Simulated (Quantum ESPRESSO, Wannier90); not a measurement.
**Au (bcc (W type), model phase), plane waves to Wannier functions**

Structure: Materials Project mp-2647062, symmetrised, not relaxed again. This isn't the element's usual structure (fcc); take it as a model of another phase. Method: PBEsol plane waves in Quantum ESPRESSO 7.5 (PseudoDojo norm-conserving files, 61 Ry, spinors with spin-orbit coupling), Bloch states on a 10×10×10 mesh through Γ, Wannier90 4.0.1. Density: 18×18×18 mesh, cold smearing 0.01 Ry.

On the energy scale of pw.x, whose zero is arbitrary, the Fermi level lies at 18.79 eV.

Input w.win:

```
num_bands = 34
num_wann = 18
exclude_bands = 1-8
spinors = true
num_iter = 1000
conv_tol = 1.0e-6
conv_window = 4
dis_num_iter = 1000
dis_conv_tol = 1.0e-6
write_hr = true
write_u_matrices = true
begin projections
f=-0.01689,-0.00161,-0.01463: s;p;d
end projections
begin unit_cell_cart
ang
   -1.6572700000    1.6572700000    1.6572700000
    1.6572700000   -1.6572700000    1.6572700000
    1.6572700000    1.6572700000   -1.6572700000
end unit_cell_cart
begin atoms_frac
Au   0.0000000000  0.0000000000  0.0000000000
end atoms_frac
mp_grid = 10 10 10
begin kpoints
0.0000000000 0.0000000000 0.0000000000
0.0000000000 0.0000000000 0.1000000000
0.0000000000 0.0000000000 0.2000000000
... (997 more lines: the 10x10x10 mesh through Gamma)
end kpoints
```

Input of pw2wannier90.x that gives the overlap and projection files (equivalent; here they were cut from one run over all bands):

```
&inputpp
  outdir = './out'
  prefix = 'pwscf'
  seedname = 'w'
  write_amn = .true.
  write_mmn = .true.
/
```

Output w.wout (banner and timings cut):

```
                                    ------
                                    SYSTEM
                                    ------

                              Lattice Vectors (Ang)
                    a_1    -1.657270   1.657270   1.657270
                    a_2     1.657270  -1.657270   1.657270
                    a_3     1.657270   1.657270  -1.657270

                   Unit Cell Volume:      18.20706  (Ang^3)

                        Reciprocal-Space Vectors (Ang^-1)
                    b_1     0.000000   1.895643   1.895643
                    b_2     1.895643   0.000000   1.895643
                    b_3     1.895643   1.895643   0.000000

 *----------------------------------------------------------------------------*
 |   Site       Fractional Coordinate          Cartesian Coordinate (Ang)     |
 +----------------------------------------------------------------------------+
 | au   1   0.00000   0.00000   0.00000   |    0.00000   0.00000   0.00000    |
 *----------------------------------------------------------------------------*
                                ------------
                                K-POINT GRID
                                ------------

             Grid size = 10 x 10 x 10      Total points = 1000

 *---------------------------------- MAIN ------------------------------------*
 |  Number of Wannier Functions               :                18             |
 |  Number of Objective Wannier Functions     :                18             |
 |  Number of input Bloch states              :                34             |
 |  Output verbosity (1=low, 5=high)          :                 1             |
 |  Timing Level (1=low, 5=high)              :                 1             |
 |  Optimisation (0=memory, 3=speed)          :                 3             |
 |  Length Unit                               :               Ang             |
 |  Post-processing setup (write *.nnkp)      :                 F             |
 |  Using Gamma-only branch of algorithms     :                 F             |
 *----------------------------------------------------------------------------*
 *------------------------------- WANNIERISE ---------------------------------*
 |  Total number of iterations                :              1000             |
 |  Number of CG steps before reset           :                 5             |
 |  Trial step length for line search         :             2.000             |
 |  Convergence tolerence                     :         0.100E-05             |
 |  Convergence window                        :                 4             |
 |  Iterations between writing output         :                 1             |
 |  Iterations between backing up to disk     :               100             |
 |  Write r^2_nm to file                      :                 F             |
 |  Write xyz WF centres to file              :                 F             |
 |  Write on-site energies <0n|H|0n> to file  :                 F             |
 |  Use guiding centre to control phases      :                 F             |
 |  Use phases for initial projections        :                 F             |
 *----------------------------------------------------------------------------*
 *------------------------------- DISENTANGLE --------------------------------*
 |  Using band disentanglement                :                 T             |
 |  Total number of iterations                :              1000             |
 |  Mixing ratio                              :             0.500             |
 |  Convergence tolerence                     :         1.000E-06             |
 |  Convergence window                        :                 3             |
 *----------------------------------------------------------------------------*
 *-------------------------------- PLOTTING ----------------------------------*
 |  Plotting Hamiltonian in WF basis          :                 T             |
 *----------------------------------------------------------------------------*

 *---------------------------------- K-MESH ----------------------------------*
 +----------------------------------------------------------------------------+
 |                    Distance to Nearest-Neighbour Shells                    |
 |                    ------------------------------------                    |
 |          Shell             Distance (Ang^-1)          Multiplicity         |
 |          -----             -----------------          ------------         |
 |             1                   0.268084                     12            |
 |             2                   0.379129                      6            |
 |             3                   0.464336                     24            |
 |             4                   0.536169                     12            |
 |             5                   0.599455                     24            |
 |             6                   0.656670                      8            |
 |             7                   0.709285                     48            |
 |             8                   0.758257                      6            |
       ... (lines left out)
 +----------------------------------------------------------------------------+
 | The b-vectors are chosen automatically                                     |
 | The following shells are used:                       1                     |
 +----------------------------------------------------------------------------+
 |                        Shell   # Nearest-Neighbours                        |
 |                        -----   --------------------                        |
 |                          1              12                                 |
 +----------------------------------------------------------------------------+
 | Completeness relation is fully satisfied [Eq. (B1), PRB 56, 12847 (1997)]  |
 +----------------------------------------------------------------------------+
 |                  b_k Vectors (Ang^-1) and Weights (Ang^2)                  |
 |                  ----------------------------------------                  |
 |            No.         b_k(x)      b_k(y)      b_k(z)        w_b           |
 |            ---        --------------------------------     --------        |
 |             1         0.189564    0.189564    0.000000     3.478538        |
 |             2         0.189564    0.000000    0.189564     3.478538        |
 |             3         0.000000    0.189564    0.189564     3.478538        |
 |             4        -0.189564   -0.189564    0.000000     3.478538        |
 |             5         0.000000   -0.189564    0.189564     3.478538        |
 |             6        -0.189564    0.000000    0.189564     3.478538        |
 |             7        -0.189564    0.000000   -0.189564     3.478538        |
 |             8         0.000000    0.189564   -0.189564     3.478538        |
 |             9        -0.189564    0.189564    0.000000     3.478538        |
 |            10         0.000000   -0.189564   -0.189564     3.478538        |
 |            11         0.189564    0.000000   -0.189564     3.478538        |
 |            12         0.189564   -0.189564    0.000000     3.478538        |
 +----------------------------------------------------------------------------+
 |                           b_k Directions (Ang^-1)                          |
 |                           -----------------------                          |
 |            No.           x           y           z                         |
 |            ---        --------------------------------                     |
 |             1         0.189564    0.189564    0.000000                     |
 |             2         0.189564    0.000000    0.189564                     |
 |             3         0.000000    0.189564    0.189564                     |
 |             4         0.000000   -0.189564    0.189564                     |
 |             5        -0.189564    0.000000    0.189564                     |
 |             6        -0.189564    0.189564    0.000000                     |
 +----------------------------------------------------------------------------+

 Starting a new Wannier90 calculation ...

 Reading overlaps from w.mmn

 Reading projections from w.amn

 *------------------------------- DISENTANGLE --------------------------------*
 +----------------------------------------------------------------------------+
 |                              Energy  Windows                               |
 |                              ---------------                               |
 |                   Outer:    9.50420  to   57.34866  (eV)                   |
 |                   No frozen states were specified                          |
 +----------------------------------------------------------------------------+
   Number of target bands to extract:   18

                   Unitarised projection of Wannier functions
                   ------------------------------------------
   A_mn = <psi_m|g_n> --> S = A.A^+ --> U = S^-1/2.A
   In dis_project... done
   No inner window (linner = F)

                   Extraction of optimally-connected subspace
                   ------------------------------------------
 +---------------------------------------------------------------------+<-- DIS
 |  Iter     Omega_I(i-1)      Omega_I(i)      Delta (frac.)           |<-- DIS
 +---------------------------------------------------------------------+<-- DIS
       1      15.48246643      15.15987158       2.128E-02    <-- DIS
       2      15.30671434      15.05067397       1.701E-02    <-- DIS
       3      15.16712910      14.96232186       1.369E-02    <-- DIS
       4      15.05507799      14.88811035       1.121E-02    <-- DIS
       5      14.96333252      14.82425768       9.382E-03    <-- DIS
       6      14.88659037      14.76838252       8.004E-03    <-- DIS
       ... (lines left out)
     101      14.09078399      14.09016140       4.419E-05    <-- DIS
       ... (lines left out)
     201      14.08140352      14.08138447       1.353E-06    <-- DIS
       ... (lines left out)
     212      14.08130049      14.08128671       9.785E-07    <-- DIS
     213      14.08129266      14.08127927       9.508E-07    <-- DIS
     214      14.08128506      14.08127205       9.239E-07    <-- DIS

             <<<      Delta < 1.000E-06  over  3 iterations     >>>
             <<< Disentanglement convergence criteria satisfied >>>

        Final Omega_I    14.08127205 (Ang^2)

 +----------------------------------------------------------------------------+

 Writing checkpoint file w.chk... done

 *------------------------------- WANNIERISE ---------------------------------*
 +--------------------------------------------------------------------+<-- CONV
 | Iter  Delta Spread     RMS Gradient      Spread (Ang^2)            |<-- CONV
 +--------------------------------------------------------------------+<-- CONV

 ------------------------------------------------------------------------------
 Initial State
  WF centre and spread    1  ( -0.000128,  0.005991,  0.000764 )     1.85352132
  WF centre and spread    2  ( -0.000128,  0.005991,  0.000764 )     1.85352131
  WF centre and spread    3  (  0.000402, -0.018277, -0.003209 )     2.17230297
  WF centre and spread    4  (  0.000402, -0.018277, -0.003209 )     2.17230295
  WF centre and spread    5  (  0.000539, -0.018273, -0.002395 )     2.17231209
  WF centre and spread    6  (  0.000539, -0.018273, -0.002395 )     2.17231210
  WF centre and spread    7  (  0.000407, -0.025675, -0.002422 )     2.17291634
  WF centre and spread    8  (  0.000407, -0.025675, -0.002422 )     2.17291634
  WF centre and spread    9  ( -0.000108,  0.005011,  0.003360 )     0.77176794
  WF centre and spread   10  ( -0.000108,  0.005011,  0.003360 )     0.77176793
  WF centre and spread   11  ( -0.000287, -0.006173,  0.001707 )     0.71566440
  WF centre and spread   12  ( -0.000287, -0.006173,  0.001707 )     0.71566440
  WF centre and spread   13  (  0.000137,  0.013144,  0.001650 )     0.72086166
  WF centre and spread   14  (  0.000137,  0.013144,  0.001650 )     0.72086166
  WF centre and spread   15  ( -0.000413,  0.018610, -0.000249 )     0.77408660
  WF centre and spread   16  ( -0.000413,  0.018610, -0.000249 )     0.77408660
  WF centre and spread   17  ( -0.000277,  0.013151, -0.000815 )     0.72077877
  WF centre and spread   18  ( -0.000277,  0.013151, -0.000815 )     0.72077877
  Sum of centres and spreads (  0.000542, -0.024981, -0.003217 )    24.14842412

      0     0.241E+02     0.0000000000       24.1484241236  <-- CONV
        O_D=      0.0055312 O_OD=     10.0616209 O_TOT=     24.1484241 <-- SPRD
 ------------------------------------------------------------------------------
      1    -0.155E+01     0.2158821165       22.5939259906  <-- CONV
        O_D=      0.0114069 O_OD=      8.5012470 O_TOT=     22.5939260 <-- SPRD
      2    -0.158E+00     0.1966040609       22.4363526089  <-- CONV
        O_D=      0.0035181 O_OD=      8.3515624 O_TOT=     22.4363526 <-- SPRD
      3    -0.521E-01     0.0937914563       22.3842424054  <-- CONV
        O_D=      0.0015138 O_OD=      8.3014566 O_TOT=     22.3842424 <-- SPRD
      4    -0.187E-01     0.0567719479       22.3655173308  <-- CONV
        O_D=      0.0009754 O_OD=      8.2832698 O_TOT=     22.3655173 <-- SPRD
      5    -0.839E-02     0.0349955379       22.3571284470  <-- CONV
        O_D=      0.0008055 O_OD=      8.2750509 O_TOT=     22.3571284 <-- SPRD
       ... (lines left out)
    100    -0.102E-02     0.0102067576       16.6774101385  <-- CONV
        O_D=      0.0011874 O_OD=      2.5949507 O_TOT=     16.6774101 <-- SPRD
       ... (lines left out)
    188    -0.679E-07     0.0001259769       16.6680985512  <-- CONV
        O_D=      0.0010357 O_OD=      2.5857908 O_TOT=     16.6680986 <-- SPRD
    189    -0.275E-09     0.0001086752       16.6680985509  <-- CONV
        O_D=      0.0010357 O_OD=      2.5857908 O_TOT=     16.6680986 <-- SPRD
    190    -0.539E-07     0.0001086253       16.6680984970  <-- CONV
        O_D=      0.0010357 O_OD=      2.5857907 O_TOT=     16.6680985 <-- SPRD
             <<<     Delta < 1.000E-06  over  4 iterations     >>>
             <<< Wannierisation convergence criteria satisfied >>>
 Final State
  WF centre and spread    1  (  0.000294,  0.704362, -0.000364 )     1.06709916
  WF centre and spread    2  (  0.000294,  0.704362, -0.000364 )     1.06709916
  WF centre and spread    3  ( -0.000640, -0.003231, -0.702372 )     1.06533846
  WF centre and spread    4  ( -0.000640, -0.003231, -0.702372 )     1.06533844
  WF centre and spread    5  (  0.702745, -0.004057, -0.001247 )     1.06546904
  WF centre and spread    6  (  0.702745, -0.004057, -0.001247 )     1.06546904
  WF centre and spread    7  ( -0.000343, -0.699724, -0.000620 )     1.06487216
  WF centre and spread    8  ( -0.000343, -0.699724, -0.000620 )     1.06487216
  WF centre and spread    9  (  0.000815, -0.004286,  0.703159 )     1.06562861
  WF centre and spread   10  (  0.000815, -0.004286,  0.703159 )     1.06562862
  WF centre and spread   11  (  0.000004, -0.000400,  0.000017 )     0.64700229
  WF centre and spread   12  (  0.000004, -0.000400,  0.000017 )     0.64700229
  WF centre and spread   13  (  0.000008,  0.000060, -0.000079 )     0.64657761
  WF centre and spread   14  (  0.000008,  0.000060, -0.000079 )     0.64657761
  WF centre and spread   15  ( -0.702810, -0.003547,  0.000180 )     1.06547697
  WF centre and spread   16  ( -0.702810, -0.003547,  0.000180 )     1.06547696
  WF centre and spread   17  (  0.000157,  0.000120, -0.000058 )     0.64658496
  WF centre and spread   18  (  0.000157,  0.000120, -0.000058 )     0.64658496
  Sum of centres and spreads (  0.000462, -0.021407, -0.002767 )    16.66809850

         Spreads (Ang^2)       Omega I      =    14.081272047
        ================       Omega D      =     0.001035702
                               Omega OD     =     2.585790748
    Final Spread (Ang^2)       Omega Total  =    16.668098497
```
